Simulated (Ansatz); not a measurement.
Values for one crystal, relaxed and computed with DFT-r²SCAN in the program Ansatz with PAW potentials; other levels are named.

- Volume per atom = 14.45 Å³
- Band gap = 1.46 eV (indirect)
- Mechanical stability = stable (all eigenvalues of C positive)
- Bulk modulus (Birch–Murnaghan fit) = 92.1 GPa
- Conduction-band minimum = at Γ
- HSE06 gap on the r²SCAN cell = 2.00 eV
- Elastic constants (relaxed ions, GPa) = C11 = 185, C12 = 35.7, C13 = 42.5, C33 = 233, C44 = 19.2, C66 = 64.8

Problem. Which of these materials gives this?
A) CaO, rock salt
B) CaF2, rutile
C) SrHfN2, Pna2_1 (Sr on 4a, Hf on 4a, N on 4a, N on 4a)
D) Ca2BeN2, I4/mmm (Ca on 4e, Be on 2a, N on 4e)

Solution. D, Ca2BeN2, I4/mmm (Ca on 4e, Be on 2a, N on 4e)

The start of the workflow was typed in or built on a structure type; neither database checked (COD, Materials Project) lists it. Whether it is the stable phase at ambient conditions was not checked. Symmetry was held in the r²SCAN relaxation; whether a distortion lowers the energy is not shown.

Potentials: the earlier of the program's two PAW sets. The files were generated under PBE; for other functionals the program regenerates the frozen cores, and for LDA and PBEsol the local potential too.
